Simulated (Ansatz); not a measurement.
The start is a generated trial cell of Ag in the AFLOW prototype A_aP4_2_aci. The cell and all atomic positions are relaxed at zero pressure with PBE (plane waves to 420 eV, PAW, scalar-relativistic; Ansatz, an electronic-structure program). The first steps use a coarse 12×10×5 k-mesh.

The start:
```yaml
crystal:
  lattice:
    - [2.79844, 0.00000, 0.00000]
    - [0.28014, 3.30157, 0.00000]
    - [0.12183, 0.54849, 7.40515]
  atoms:
    - { symbol: Ag, position: [0.00000, 0.00000, 0.00000] }
    - { symbol: Ag, position: [0.00000, 0.00000, 0.50000] }
    - { symbol: Ag, position: [0.43300, 0.57200, 0.25900] }
    - { symbol: Ag, position: [0.56700, 0.42800, 0.74100] }
```

Task: How large is the pressure on the unrelaxed cell, and of which sign?

Result: +11.3 GPa (positive: the cell is compressed).

Task: Which atoms feel the largest initial force, and how large is it?

Result: 1.60 eV/Å, on Ag3, Ag4 (atoms numbered as listed).

Task: Does the structure survive the relaxation? Give the final space group.

Result: The space group goes from P-1 (No. 2) to Fm-3m (No. 225); the end is fcc (Cu type), with 1 atom in the primitive cell.

Task: By how much does the energy per atom fall from start to end?

Result: 0.21 eV/atom.

Task: How does the volume change?

Result: +4.3 %, from 17.10 to 17.84 Å³/atom.

Task: How do the shortest distances between atoms change?

Result: The closest pairs of elements (up to four, under 3.6 Å), start → end: Ag–Ag 2.56 → 2.93 Å.

Task: What band gap does the relaxed structure have at this level?

Result: No gap (metallic).

Task: What does it relax into? Give the structure.

Result: 
Space group Fm-3m (No. 225); a = b = c = 4.1482 Å, α = β = γ = 90.00°

| atom | site | symmetry | x | y | z |
|---|---|---|---|---|---|
| Ag | 4a | m-3m | 0.0000 | 0.0000 | 0.0000 |
(The calculation used a cell of 1 atom; values per cell refer to that cell.)

Final values are on a 19×19×19 k-mesh of the relaxed cell. No spin polarisation in the result.

The run could not lose the symmetry of its start.
